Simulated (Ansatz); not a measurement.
The start is a generated cell, TiC placed in the AFLOW prototype AB_hR6_160_b_b (B13, as in NiS). The cell and all atomic positions are relaxed at zero pressure with r2SCAN (plane waves to 500 eV, PAW, scalar-relativistic; Ansatz, a program for electronic structure). The first steps use a coarse 9×9×9 k-mesh.

Input geometry:
```yaml
crystal:
  lattice:
    - [4.36124, 2.51797, 0.95211]
    - [-4.36124, 2.51797, 0.95211]
    - [0.00000, -5.03593, 0.95211]
  atoms:
    - { symbol: Ti, position: [0.99981, 0.99981, 0.73638] }
    - { symbol: Ti, position: [0.99981, 0.73638, 0.99981] }
    - { symbol: Ti, position: [0.73638, 0.99981, 0.99981] }
    - { symbol: C, position: [0.27120, 0.27120, 0.60839] }
    - { symbol: C, position: [0.27120, 0.60839, 0.27120] }
    - { symbol: C, position: [0.60839, 0.27120, 0.27120] }
```

Question: How do the shortest distances between atoms change?

Answer: The closest pairs of elements (up to four, under 3.6 Å), start → end: C–Ti 2.05 → 2.03 Å; Ti–Ti 2.30 → 2.87 Å; C–C 2.86 → 2.75 Å.

Question: What does it relax into? Give the structure.

Answer: 
```cif
data_C9Ti9
_chemical_formula_sum 'Ti9 C9'
_space_group_name_H-M_alt 'R3m :H'
_space_group_IT_number 160
_space_group_name_Hall 'R 3 -2"'
_cell_length_a 9.04921
_cell_length_b 9.04921
_cell_length_c 2.88354
_cell_angle_alpha 90.000
_cell_angle_beta 90.000
_cell_angle_gamma 120.000
loop_
_atom_site_label
_atom_site_type_symbol
_atom_site_symmetry_multiplicity
_atom_site_Wyckoff_symbol
_atom_site_fract_x
_atom_site_fract_y
_atom_site_fract_z
_atom_site_occupancy
Ti1 Ti 9 b 0.45559 0.22780 0.23547 1
C1 C 9 b 0.20279 0.10139 0.39346 1
```
(The calculation used a cell of 6 atoms; values per cell refer to that cell.)

The space group stays R3m (No. 160) (the run could not lower it); the end is AFLOW prototype AB_hR6_160_b_b (B13, as in NiS), with 6 atoms in the primitive cell. Final values are on a 17×17×17 k-mesh of the relaxed cell. The start holds a very short contact (C–Ti 2.05 Å). No spin polarisation in the result.

The run could not lower the symmetry of its start; a shaken copy of this end point relaxes with r2SCAN to Fm-3m (No. 225), 0.70 eV/atom lower.

The relaxed structure here is a generated cell of TiC: the first start was made by placing the elements on the sites of a structure type, and the end was not matched to a known phase here, so it may be hypothetical. Known forms of TiC include space group No. 225.
